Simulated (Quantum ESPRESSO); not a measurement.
# GaZn2S3F: input and log of a self-consistent run

Simulated, not a measurement. The program is pw.x of Quantum ESPRESSO 7.5 (plane-wave density functional theory). The cell is made up: 7 atoms on a zincblende/diamond lattice with one site empty, with randomly drawn elements, strain and displacements, not relaxed. PseudoDojo standard norm-conserving files (v0.5 for PBE, v0.4.1 for LDA and PBEsol) set the functional; there is no spin polarisation, spin-orbit coupling or dispersion term, and the masses in the input are unused placeholders.

Input:

```
&control calculation='scf', pseudo_dir='./dojo.nc.sr.pbe.v0_5.standard.upf', outdir='./o', disk_io='medium', tprnfor=.true., tstress=.true. /
&system ibrav=0, nat=7, ntyp=4, nbnd=45, ecutwfc=84.00895049, nosym=.true., tot_charge=0,
 occupations='smearing', smearing='fd', degauss=0.0018374661
/
&electrons conv_thr=7.350e-09, electron_maxstep=60, /
ATOMIC_SPECIES
F 1.0 F.upf
Ga 1.0 Ga.upf
S 1.0 S.upf
Zn 1.0 Zn.upf
CELL_PARAMETERS angstrom
5.0924 0.0778 0.0141
0.0778 5.1877 -0.016
0.0141 -0.016 5.1067
ATOMIC_POSITIONS angstrom
Ga 0.033 2.5754 2.5231
Zn 2.5798 0.0217 2.5794
Zn 2.5968 2.6325 0.0129
S 1.2751 1.3057 1.2438
S 1.3279 3.9144 3.7834
S 3.8586 1.3286 3.8219
F 3.8808 3.9182 1.2509
K_POINTS automatic
4 4 4 1 1 1
```

The log is shortened where brackets say so; the opening notice, blank lines, dates and the lines on written files are dropped, and the path of the files is cut. It prints rydbergs, bohrs and kilobars, and counts compression as positive stress. With no partly filled state, the Fermi energy that it prints is only some level between the filled and the empty states on the mesh, and need not lie in the true gap.

```
     Program PWSCF v.7.5
     Parallel version (MPI & OpenMP), running on       1 processor cores
     Number of MPI processes:                 1
     Threads/MPI process:                     1
     [start-up lines left out]
     bravais-lattice index     =            0
     lattice parameter (alat)  =       9.6244  a.u.
     unit-cell volume          =     910.1797 (a.u.)^3
     number of atoms/cell      =            7
     number of atomic types    =            4
     number of electrons       =        78.00
     number of Kohn-Sham states=           45
     kinetic-energy cutoff     =      84.0090  Ry
     charge density cutoff     =     336.0358  Ry
     scf convergence threshold =      7.3E-09
     mixing beta               =       0.7000
     number of iterations used =            8  plain     mixing
     Exchange-correlation= PBE
                           (   1   4   3   4   0   0   0)
     [axes and pseudopotential details left out]
   Cartesian axes
     site n.     atom                  positions (alat units)
         1        Ga     tau(   1) = (   0.0064795   0.5056731   0.4954041  )
         2        Zn     tau(   2) = (   0.5065370   0.0042607   0.5064585  )
         3        Zn     tau(   3) = (   0.5098749   0.5168845   0.0025329  )
         4        S      tau(   4) = (   0.2503626   0.2563708   0.2442169  )
         5        S      tau(   5) = (   0.2607297   0.7685823   0.7428607  )
         6        S      tau(   6) = (   0.7576261   0.2608672   0.7504201  )
         7        F      tau(   7) = (   0.7619850   0.7693284   0.2456110  )
     number of k points=    32  Fermi-Dirac smearing, width (Ry)=  0.0018
                       cart. coord. in units 2pi/alat
        k(    1) = (   0.1228172   0.1212612   0.1247058), wk =   0.0625000
        k(    2) = (   0.1221149   0.1220408   0.3740402), wk =   0.0625000
     [further k points left out]
     Dense  grid:    94677 G-vectors     FFT dimensions: (  60,  60,  60)
     Estimated max dynamical RAM per process >     131.69 MB
     Initial potential from superposition of free atoms
     starting charge      77.9970, renormalised to      78.0000
     Starting wfcs are   45 randomized atomic wfcs
     total cpu time spent up to now is        8.4 secs
     per-process dynamical memory:    73.9 Mb
     Self-consistent Calculation
     iteration #  1     ecut=    84.01 Ry     beta= 0.70
     Davidson diagonalization with overlap
     ethr =  1.00E-02,  avg # of iterations =  4.1
     Threshold (ethr) on eigenvalues was too large:
     Diagonalizing with lowered threshold
     Davidson diagonalization with overlap
     ethr =  7.07E-04,  avg # of iterations =  1.0
     total cpu time spent up to now is       46.4 secs
     total energy              =   -1104.51604907 Ry
     estimated scf accuracy    <       0.53528104 Ry
     iteration #  2     ecut=    84.01 Ry     beta= 0.70
     Davidson diagonalization with overlap
     ethr =  6.86E-04,  avg # of iterations =  3.2
     total cpu time spent up to now is       64.4 secs
     total energy              =   -1104.64089109 Ry
     estimated scf accuracy    <       0.41554957 Ry
     iteration #  3     ecut=    84.01 Ry     beta= 0.70
     Davidson diagonalization with overlap
     ethr =  5.33E-04,  avg # of iterations =  2.0
     total cpu time spent up to now is       81.8 secs
     total energy              =   -1104.72991011 Ry
     estimated scf accuracy    <       0.02621702 Ry
     iteration #  4     ecut=    84.01 Ry     beta= 0.70
     Davidson diagonalization with overlap
     ethr =  3.36E-05,  avg # of iterations =  5.9
     total cpu time spent up to now is      101.4 secs
     total energy              =   -1104.73651598 Ry
     estimated scf accuracy    <       0.00288072 Ry
     iteration #  5     ecut=    84.01 Ry     beta= 0.70
     Davidson diagonalization with overlap
     ethr =  3.69E-06,  avg # of iterations =  3.6
     total cpu time spent up to now is      119.3 secs
     total energy              =   -1104.73702210 Ry
     estimated scf accuracy    <       0.00012185 Ry
     iteration #  6     ecut=    84.01 Ry     beta= 0.70
     Davidson diagonalization with overlap
     ethr =  1.56E-07,  avg # of iterations =  2.0
     total cpu time spent up to now is      135.5 secs
     total energy              =   -1104.73704395 Ry
     estimated scf accuracy    <       0.00000565 Ry
     iteration #  7     ecut=    84.01 Ry     beta= 0.70
     Davidson diagonalization with overlap
     ethr =  7.25E-09,  avg # of iterations =  3.2
     total cpu time spent up to now is      154.3 secs
     total energy              =   -1104.73704571 Ry
     estimated scf accuracy    <       0.00000112 Ry
     iteration #  8     ecut=    84.01 Ry     beta= 0.70
     Davidson diagonalization with overlap
     ethr =  1.44E-09,  avg # of iterations =  2.2
     total cpu time spent up to now is      172.6 secs
     total energy              =   -1104.73704603 Ry
     estimated scf accuracy    <       0.00000014 Ry
     iteration #  9     ecut=    84.01 Ry     beta= 0.70
     Davidson diagonalization with overlap
     ethr =  1.84E-10,  avg # of iterations =  2.0
     total cpu time spent up to now is      188.3 secs
     total energy              =   -1104.73704607 Ry
     estimated scf accuracy    <       0.00000001 Ry
     iteration # 10     ecut=    84.01 Ry     beta= 0.70
     Davidson diagonalization with overlap
     ethr =  1.51E-11,  avg # of iterations =  2.8
     total cpu time spent up to now is      205.8 secs
     End of self-consistent calculation
          k = 0.1228 0.1213 0.1247 ( 11826 PWs)   bands (ev):
  -118.8214-118.7828 -73.0109 -72.9934 -72.9688 -72.9678 -72.9540 -72.9331
   -16.8288  -8.5248  -8.4767  -8.3643  -8.2966  -8.2654  -6.8030  -5.5161
    -5.3924  -0.7358  -0.2636  -0.2019  -0.1293  -0.0437  -0.0073   0.0358
     0.2291   0.2577   0.2952   0.6877   0.9862   1.7281   2.0224   2.4185
     3.3169   3.6175   4.0162   4.3998   5.3048   5.6529   6.1148   8.0637
    10.1152  10.3755  10.6363  10.9810  11.4016
     [levels at the other k points left out]
     the Fermi energy is     7.1242 ev
!    total energy              =   -1104.73704607 Ry
     estimated scf accuracy    <          1.8E-09 Ry
     smearing contrib. (-TS)   =      -0.00000000 Ry
     internal energy E=F+TS    =   -1104.73704607 Ry
     The total energy is F=E-TS. E is the sum of the following terms:
     one-electron contribution =    -891.86261656 Ry
     hartree contribution      =     473.07805738 Ry
     xc contribution           =    -161.85520367 Ry
     ewald contribution        =    -524.09728322 Ry
     convergence has been achieved in  10 iterations
     Forces acting on atoms (cartesian axes, Ry/au):
     atom    1 type  2   force =    -0.00316760    0.01210580    0.00855872
     atom    2 type  4   force =    -0.00579063   -0.00333881   -0.01520479
     atom    3 type  4   force =    -0.00766692    0.01056243    0.00652013
     atom    4 type  3   force =    -0.00965358   -0.01604222   -0.04053963
     atom    5 type  3   force =    -0.02706011    0.02259426    0.01121698
     atom    6 type  3   force =     0.05257213   -0.00131397    0.00451476
     atom    7 type  1   force =     0.00076671   -0.02456749    0.02493383
     Total force =     0.089961     Total SCF correction =     0.000127
     Computing stress (Cartesian axis) and pressure
          total   stress  (Ry/bohr**3)                   (kbar)     P=       51.11
   0.00030904  -0.00003861  -0.00010084           45.46       -5.68      -14.83
  -0.00003861   0.00034935   0.00003318           -5.68       51.39        4.88
  -0.00010084   0.00003318   0.00038385          -14.83        4.88       56.47
     init_run     :      7.69s CPU      8.26s WALL (       1 calls)
     electrons    :    194.86s CPU    197.40s WALL (       1 calls)
     forces       :      2.88s CPU      2.91s WALL (       1 calls)
     stress       :     11.84s CPU     11.93s WALL (       1 calls)
     [timing details left out]
     PWSCF        :   3m37.50s CPU   3m40.87s WALL
     JOB DONE.
```

In other units: free energy -15030.713 eV for the cell, pressure 5.11 GPa, largest force component 1.352 eV/Å. A rerun of this cell at 1437 eV and a 6 x 6 x 6 mesh moved values by no more than 0.002 eV in energy, 0.02 GPa in stress and 0.002 eV/Å in force.